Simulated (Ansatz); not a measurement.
Input and command of a plane-wave DFT calculation in Ansatz:

```yaml
crystal:
  lattice:
    - [-2.1010198605, 2.1010198605, 6.4540165705]
    - [2.1010198605, -2.1010198605, 6.4540165705]
    - [2.1010198605, 2.1010198605, -6.4540165705]
  atoms:
    - { symbol: Mg, position: [0.0, 0.0, 0.0] }
    - { symbol: Zr, position: [0.25, 0.75, 0.5] }
    - { symbol: Zr, position: [0.75, 0.25, 0.5] }
    - { symbol: Au, position: [0.6014156721, 0.6014156721, 0.0] }
    - { symbol: Au, position: [0.3985843279, 0.3985843279, 0.0] }
basis:
  ecutwfc: 420
kpoints:
  mp_grid: { grid: [12, 12, 12] }
hamiltonian:
  xc: pbe
scf:
  occupations: { method: gaussian, width: 0.1 }
output:
  forces: true
  stress: true
  eigenvalues: true
relax:
  adjacent_minimum: "off"
  f_tol: 0.01
  max_steps: 80
  cell: { stress_tol: 0.05 }
```

```bash
ansatz run input.yaml --threads 1 --pin off --max-ram 2560MiB --backend cpu --events-out ev --progress --plain --runs-dir out
```

Processor: Arm Neoverse V2, 1 thread, on a host shared with other jobs.

Task: How long does it run, and how much memory does it take?

Result: About 4.1 min on 1 thread of Arm Neoverse V2, on a shared host, peak memory 0.8 GiB. It solves 44 bands at 163 k points (the mesh reduced by symmetry) with about 2237 plane waves (on the last cell), in 31 SCF iterations over 5 ionic steps.
